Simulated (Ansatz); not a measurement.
C:
```cif
data_C8
_chemical_formula_sum 'C8'
_space_group_name_H-M_alt 'P 1'
_space_group_IT_number 1
_cell_length_a 3.87038
_cell_length_b 3.87038
_cell_length_c 3.87038
_cell_angle_alpha 109.471
_cell_angle_beta 109.471
_cell_angle_gamma 109.471
loop_
_space_group_symop_operation_xyz
  'x, y, z'
loop_
_atom_site_label
_atom_site_type_symbol
_atom_site_fract_x
_atom_site_fract_y
_atom_site_fract_z
_atom_site_occupancy
C1 C 0.50000 0.00000 0.31300 1
C2 C 0.68700 0.50000 0.00000 1
C3 C 0.31300 0.50000 0.00000 1
C4 C 0.00000 0.68700 0.50000 1
C5 C 0.00000 0.31300 0.50000 1
C6 C 0.50000 0.00000 0.68700 1
C7 C 0.18700 0.18700 0.18700 1
C8 C 0.81300 0.81300 0.81300 1
```

Relaxed with r²SCAN. The program Ansatz at the r²SCAN level (PAW) gives a gap of 2.72 eV.

### Question
What gap does HSE06 give on the same cell (Ansatz, PAW)?

### Answer
3.66 eV, 0.93 eV more. The hybrid was solved on a coarser mesh and at special points; its gap is the smallest among all of these.

```csv
k,v1 r²SCAN,c1 r²SCAN,v1 HSE06,c1 HSE06
Γ,-2.05,5.59,(withheld),(withheld)
H,0.00,2.72,0.00,3.66
P,-5.61,6.58,(withheld),(withheld)
N,-2.38,4.30,(withheld),(withheld)
```

### Question
Top valence (v1) and lowest conduction level (c1) in eV from each method's valence maximum (which need not be a listed point): supply the withheld HSE06 values.

### Answer

- N, v1 HSE06: -2.43
- N, c1 HSE06: 5.26
- P, v1 HSE06: -5.80
- P, c1 HSE06: 7.66
- Γ, v1 HSE06: -2.09
- Γ, c1 HSE06: 6.66

Cost on shared cores: the r²SCAN run (SCF on a 9×9×9 mesh, then bands and DOS) roughly 25 core-seconds, the HSE06 run (SCF on 5×5×5, then a few points) very roughly 80 core-seconds; the tasks are unlike.

Space group Ia-3. The start of the workflow was typed in or built on a structure type; neither database checked (COD, Materials Project) lists it. It is not the phase usual at ambient conditions (space group No. 194, 227). The r²SCAN relaxation kept the symmetry of its start; its stability against distortions is not shown here.

Potentials: the later of the program's two PAW sets.
